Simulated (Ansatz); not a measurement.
VSi$_{2}$:
```cif
data_Si6V3
_chemical_formula_sum 'V3 Si6'
_space_group_name_H-M_alt 'P6222'
_space_group_IT_number 180
_space_group_name_Hall 'P 62 2 (0 0 4)'
_cell_length_a 4.52222
_cell_length_b 4.52222
_cell_length_c 6.32164
_cell_angle_alpha 90.000
_cell_angle_beta 90.000
_cell_angle_gamma 120.000
loop_
_atom_site_label
_atom_site_type_symbol
_atom_site_symmetry_multiplicity
_atom_site_Wyckoff_symbol
_atom_site_fract_x
_atom_site_fract_y
_atom_site_fract_z
_atom_site_occupancy
V1 V 3 d 0.50000 0.00000 0.50000 1
Si1 Si 6 j 0.32623 0.16312 0.16667 1
```

Relaxed at zero pressure with the program Ansatz at the PBEsol level (PAW).

Problem. The volume is raised by 9 % and shape and atoms relax at that volume. What pressure results, and how do the axes share the change?

Solution. -13.3 GPa; a 3.2 %, b 3.2 %, c 2.4 %; the energy rises by 50 meV/atom.

Problem. Give the new structure.

Solution. 
Space group P6₂22 (No. 180); a = b = 4.666 Å, c = 6.472 Å, α = β = 90.00°, γ = 120.00°

```tsv
atom	site	symmetry	x	y	z
V	3d	222	0.5000	0.0000	0.5000
Si	6j	..2	0.3252	0.1626	0.1667
```

The phase is kept; no other phase was compared at this pressure.

Space group P6_222. The PBEsol relaxation kept the symmetry of its start. The run is not spin-polarised.

Potentials: the later of the program's two PAW sets.
